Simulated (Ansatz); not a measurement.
# HfIr3: sound and stiffness along [100], [110] and [111]

All numbers below come from DFT LDA, scalar-relativistic, plane waves, PAW (Ansatz 0.2.0). Cutoff 420 eV, 12×12×12 k-points (Γ-centred), Fermi-Dirac smearing of 0.15 eV. No spin polarisation.

Relaxed structure:
```cif
data_structure
_symmetry_space_group_name_H-M 'P 1'
_symmetry_Int_Tables_number 1
_cell_length_a 3.9009
_cell_length_b 3.9009
_cell_length_c 3.9009
_cell_angle_alpha 90.000
_cell_angle_beta 90.000
_cell_angle_gamma 90.000
_cell_volume 59.36
loop_
_atom_site_label
_atom_site_type_symbol
_atom_site_fract_x
_atom_site_fract_y
_atom_site_fract_z
_atom_site_occupancy
Hf1 Hf 0.00000 0.00000 0.00000 1
Ir1 Ir 0.00000 0.50000 0.50000 1
Ir2 Ir 0.50000 0.00000 0.50000 1
Ir3 Ir 0.50000 0.50000 0.00000 1
```

In a metal, frequencies and elastic constants depend on the k mesh and the smearing, soft modes and shear constants most. Spin–orbit coupling is left out, which can shift energies with elements as heavy as these.

With ions relaxed, on the cubic axes: C11 = 476.1, C12 = 243.0, C44 = 233.4 GPa. The density is 21.125 g/cm³.

Task: Is the crystal stable against strain, and how anisotropic is it?

Result: Born's conditions hold: C11 + 2C12 = 962.0, C11 − C12 = 233.2 and C44 = 233.4 GPa are all positive. B = (C11 + 2C12)/3 = 320.7 GPa. The two shear moduli are C44 and C′ = (C11 − C12)/2 = 116.6 GPa, so Zener's ratio is A = C44/C′ = 2.00: the tetragonal shear C′ is the soft one, as in many fcc and bcc metals and zincblende crystals. The Cauchy pressure C12 − C44 is 9.5 GPa; it would vanish for pair forces between atoms on inversion centres at zero pressure, and here it is small.

Task: Give the sound speeds along the three symmetry directions.

Result: The Christoffel equation gives ρv² for each branch:
| direction | branch | ρv² | GPa | v (m/s) |
| --- | --- | --- | --- | --- |
| [100] | L | C11 | 476.1 | 4747 |
| [100] | T (×2) | C44 | 233.4 | 3324 |
| [110] | L | (C11 + C12 + 2C44)/2 | 593.0 | 5298 |
| [110] | T, u ∥ [001] | C44 | 233.4 | 3324 |
| [110] | T, u ∥ [1-10] | (C11 − C12)/2 | 116.6 | 2349 |
| [111] | L | (C11 + 2C12 + 4C44)/3 | 631.9 | 5469 |
| [111] | T (×2) | (C11 − C12 + C44)/3 | 155.5 | 2713 |

Task: How does Young's modulus depend on direction?

Result: Inverting gives S11 = 3.206, S12 = -1.083, S44 = 4.284 TPa⁻¹. Along a unit vector (l, m, n), 1/E = S11 − 2(S11 − S12 − S44/2)(l²m² + m²n² + n²l²), where the last bracket is 0, 1/4 and 1/3 for [100], [110] and [111]: E = 312, 469 and 564 GPa. With A > 1 the body diagonal is stiffest. For a film on (001), the biaxial modulus is C11 + C12 − 2C12²/C11 = 471 GPa and the normal strain is −2C12/C11 = -1.02 times the in-plane one.

Cost: 2 runs of about 13 core-minutes in all, on Arm Neoverse V2 (shared hosts).